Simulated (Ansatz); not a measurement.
Input and command of a calculation in Ansatz (plane waves; scalar-relativistic PAW potentials unless the input names others):

```yaml
crystal:
  lattice:
    - [0.0, 3.3094141783, 3.3094141783]
    - [3.3094141783, 0.0, 3.3094141783]
    - [3.3094141783, 3.3094141783, 0.0]
  atoms:
    - { symbol: In, position: [0.0, 0.0, 0.0] }
    - { symbol: Bi, position: [0.25, 0.25, 0.25] }
kpoints:
  mp_grid: { grid: [12, 12, 12] }
hamiltonian:
  xc: pbesol
  dispersion: d3bj
scf:
  occupations: { method: gaussian, width: 0.1 }
output:
  forces: true
  eigenvalues: true
  stress: true
accuracy: low
```

```bash
ansatz run input.yaml --threads 1 --pin off --max-ram 2560MiB --backend cpu --events-out ev --progress --plain --runs-dir out
```

Abridged log:
```
Basis set: ecut = 420 eV, 1411 PW (Γ), exchange–correlation on 64×64×64 points (8 copies of the dense FFT grid, shifted against one another)
Bands: 18, of which v1, the nominal top of the filled ones, is band 14 counted from 1 (13 counted from 0)
Symmetry: 24 space group operations
k-points: 72 of 1728 (time reversal used)
SCF iter   1: F=—  HF=-17767.993713 eV  |F-HF|=—  |Δ(HF+E_count)|=         —  Δρ=3.13e-3  dr2=1.03e-2  ethr=1.77e-3  ⟨swp⟩=5.8  Hψ=6868  notcnv=0
SCF iter   2: F=—  HF=-17767.991189 eV  |F-HF|=—  |Δ(HF+E_count)|=   2.52e-3  Δρ=1.69e-3  dr2=4.68e-3  ethr=3.69e-5  ⟨swp⟩=1.1  Hψ=1895  notcnv=0
SCF iter   3: F=—  HF=-17767.990857 eV  |F-HF|=—  |Δ(HF+E_count)|=   3.31e-4  Δρ=6.00e-4  dr2=6.96e-4  ethr=1.67e-5  ⟨swp⟩=3.0  Hψ=2314  notcnv=0
SCF iter   4: F=—  HF=-17767.991093 eV  |F-HF|=—  |Δ(HF+E_count)|=   2.35e-4  Δρ=2.76e-4  dr2=1.34e-4  ethr=2.48e-6  ⟨swp⟩=2.0  Hψ=1521  notcnv=0
SCF iter   5: F=—  HF=-17767.991164 eV  |F-HF|=—  |Δ(HF+E_count)|=   7.10e-5  Δρ=8.47e-5  dr2=1.03e-5  ethr=4.80e-7  ⟨swp⟩=2.6  Hψ=1805  notcnv=0
SCF iter   6: F=—  HF=-17767.991176 eV  |F-HF|=—  |Δ(HF+E_count)|=   1.24e-5  Δρ=2.11e-5  dr2=4.30e-7  ethr=3.67e-8  ⟨swp⟩=2.0  Hψ=1586  notcnv=0
SCF iter   7: F=-17767.991177 eV  HF=-17767.991177 eV  |F-HF|=4.90e-8  |Δ(HF+E_count)|=   6.01e-7  Δρ=3.77e-6  dr2=1.49e-8  ethr=3.57e-10  ⟨swp⟩=7.7  Hψ=6458  notcnv=0
SCF 1 converged in 7 iterations: F = -17767.991177 eV  dr2 = 1.49e-8
SCF converged after 7 iterations
Free energy (F): -17767.991177 eV
Harris-Foulkes:  -17767.991177 eV  (|F-HF|=4.90e-8)
Internal energy: -17767.989885 eV  (E = F + TS)
E sigma→0 (E₀):  -17767.990531 eV
Entropy (-TS):   -0.001292 eV (-0.646 meV/atom)
Fermi energy:    7.582266 eV
  E_disp       = -0.701985  (pairwise vdW)
--- Forces (eV/Å), atoms counted from 1 ---
  atom   1  In     0.00000000     0.00000000     0.00000000
  atom   2  Bi     0.00000000     0.00000000     0.00000000
--- Stress (GPa, compression-positive) ---
        0.306655       0.000000       0.000000
        0.000000       0.306655       0.000000
        0.000000       0.000000       0.306655
  P = ⅓ Tr σ = 0.3067 GPa (3.067 kbar)
```

Apart from outputs and empty bands, the input differs from a reference run on usual settings in hamiltonian.dispersion: not typed → "d3bj"; hamiltonian.xc: "r2scan" → "pbesol"; accuracy: not typed → "low"; basis.ecutwfc: 500 → not typed. The reference, at the same geometry (not necessarily relaxed), gave pressure 2.59 GPa, largest force 0.000 eV/Å, no gap on the mesh. This run converged in 7 SCF iterations (reference: 6) with a total energy on another zero, pressure 0.31 GPa, largest force 0.000 eV/Å, no gap on the mesh. Its accuracy level is looser than usual. The Hamiltonian differs as well, so the change in the result can't be put down to that alone.

The run took 9.7 s on 1 thread of Arm Neoverse V1, with other jobs on the host, peak memory 0.39 GiB.